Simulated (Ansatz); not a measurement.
## Thermal properties of MgS from its phonons

All numbers below come from DFT PBE, scalar-relativistic, plane waves, PAW (Ansatz 0.2.0). Plane waves to 420 eV; Γ-centred k mesh 8×8×8; fixed occupations. No spin polarisation. Phonons by linear response, acoustic sum rule imposed.

Equilibrium structure at this level:
```
Mg S
1.0
     0.00000    2.61493    2.61493
     2.61493    0.00000    2.61493
     2.61493    2.61493    0.00000
Mg S
1 1
Direct
  0.00000 0.00000 0.00000
  0.50000 0.50000 0.50000
```

The cell has the rock salt type, in a space group that the Crystallography Open Database lists for this formula; it was reached from a generator's guess.

Force constants from linear response on a 4×4×4 q mesh, interpolated to a fine mesh.

Question: Give the zero-point energy per atom.

Answer: 40.2 meV.

Question: How large are the vibrational entropy and heat capacity at 300 K?

Answer: S = 3.17 k_B and C_V = 2.73 k_B per atom, 91 % of the Dulong–Petit value.

Question: Tabulate them against temperature.

Answer:
| T (K) | F_vib (meV/atom) | S (k_B/atom) | C_V (k_B/atom) |
| --- | --- | --- | --- |
| 100 | 38.4 | 0.73 | 1.46 |
| 200 | 26.0 | 2.12 | 2.44 |
| 300 | 3.0 | 3.17 | 2.73 |
| 400 | -28.0 | 3.97 | 2.84 |
| 500 | -65.1 | 4.61 | 2.90 |
| 600 | -107.2 | 5.15 | 2.93 |
| 700 | -153.5 | 5.60 | 2.95 |
| 800 | -203.5 | 5.99 | 2.96 |
| 900 | -256.7 | 6.34 | 2.97 |
| 1000 | -312.7 | 6.65 | 2.97 |
